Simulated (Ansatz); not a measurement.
A calculation with the code Ansatz. Plane-wave DFT: natural occupations of the f shells on orthogonalised atomic orbitals at the end of the run, rising, by spin; atoms or cell relaxed as the task says.

```
cell
1.0
     2.5188   -4.3739    0.0000
     2.5188    4.3739    0.0000
     0.0000    0.0000    6.8651
B Co Gd Ni
2 4 2 4
Direct
  0.6656 0.3344 0.4981
  0.3344 0.6656 0.4981
  0.5000 0.5000 0.7066
  0.5000 0.0000 0.2905
  0.0000 0.5000 0.2905
  0.5000 0.5000 0.2928
  0.0000 0.0000 0.0026
  0.0000 0.0000 0.4990
  0.6642 0.3358 0.0014
  0.3358 0.6642 0.0014
  0.5000 0.0000 0.7092
  0.0000 0.5000 0.7092
```

Starting moments (μB): Co number 1 1.5, Co number 2 1.5, Co number 3 1.5, Co number 4 1.5, Gd number 1 7, Gd number 2 7, Ni number 1 0.8, Ni number 2 0.8, Ni number 3 0.8, Ni number 4 0.8; others 0.

- cell charge: 0 e
- spin: collinear
- scf start: atoms
- lower state search: off
- functional: PBEsol
- wave cutoff: 420 eV
- k mesh: 4, 4, 4
- k shift: 0, 0, 0 mesh steps
- gaussian smearing: 0.1 eV
- task: single point

Problem. How are the f shells occupied at the end?

Solution. 

| shell atom | shell element | shell spin | shell occupation 1 (e) | shell occupation 2 (e) | shell occupation 3 (e) | shell occupation 4 (e) | shell occupation 5 (e) | shell occupation 6 (e) | shell occupation 7 (e) |
| --- | --- | --- | --- | --- | --- | --- | --- | --- | --- |
| 7 | Gd | up | 1 | 1 | 1 | 1 | 1 | 1 | 1 |
| 7 | Gd | down | 0.01 | 0.02 | 0.02 | 0.02 | 0.02 | 0.02 | 0.03 |
| 8 | Gd | up | 1 | 1 | 1 | 1 | 1 | 1 | 1 |
| 8 | Gd | down | 0.02 | 0.02 | 0.02 | 0.02 | 0.03 | 0.03 | 0.03 |

Caveats: Gd without a U keeps its half-filled shell, but its 4f levels lie too near the Fermi level; coarse k mesh; occupations loosely converged; open f or d shells may hold a state above the lowest.
